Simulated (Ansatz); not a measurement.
Ge3Te2S: start and end of a relaxation

The cell of Ge3Te2S is invented: random cell by space group and Wyckoff sites (P6/mmm, No. 191). Its size is a rough estimate.

POSCAR.start

```
Ge Te S
1.0
     4.42139    0.00000    0.00000
    -2.21070    3.82904    0.00000
     0.00000    0.00000    8.84643
Ge Te S
3 2 1
Cartesian
  0.0000 2.5527 0.0000
  2.2107 1.2763 0.0000
  0.0000 0.0000 4.4232
  0.0000 2.5527 4.4232
  2.2107 1.2763 4.4232
  0.0000 0.0000 0.0000
```

Computed with DFT PBE, scalar-relativistic, plane waves, PAW (Ansatz). Cutoff 420 eV, Gaussian smearing, Γ-centred meshes. Cell and atoms relax first on a coarse mesh and then on a finer one. In between, the cell is made exact in the group found at 0.06 Å. In metals the finer mesh still leaves noise of several meV/atom or more. The steps can't lower the symmetry of their start. No spin polarisation.

POSCAR.end

```
Ge Te S
1.0
     5.40893    0.00000    0.00000
    -2.70446    4.68427    0.00000
     0.00000    0.00000    5.76237
Ge Te S
3 2 1
Direct
  0.33333 0.66667 0.00000
  0.66667 0.33333 0.00000
  0.00000 0.00000 0.50000
  0.33333 0.66667 0.50000
  0.66667 0.33333 0.50000
  0.00000 0.00000 0.00000
```

The symmetry stays P6/mmm (No. 191). The volume per atom shrinks by 2.5 %, from 25.0 to 24.3 Å³. The shortest distance goes from 2.55 Å (Ge–S, Ge–Te and Ge–Ge) to 2.88 Å (Ge–S and Ge–Te). The ratio c/a of the conventional cell changes by a factor of 0.53. The energy falls by about 1.4 eV/atom (the start's value is from the coarse mesh).

```
Volume per atom                            : 24.33 Å³
Density                                    : 5.75 g/cm³
Energy over the elements                   : +0.27 eV/atom
Gap on the 12×12×8 mesh of the 6-atom cell : 0 eV (a metal)
```

Formation energies are uncorrected and refer to the elements' standard structures at the same level. A positive value: parting into the elements would lower its energy.

The last run used Gaussian smearing of 0.10 eV. Spin–orbit coupling, which can matter for Te, is left out. The reference forms of S and Te are held partly by dispersion forces, which this level lacks. Symmetry constrained the relaxation, so the result can be a saddle point. In all, the 4 runs took 5.3 min on 1 thread of Intel(R) Xeon(R) Processor @ 2.70GHz (shared host). Another cell of Ge3Te2S relaxed alike, in P-4m2, lies 144 meV/atom lower, so this cell isn't the stable form at this level.
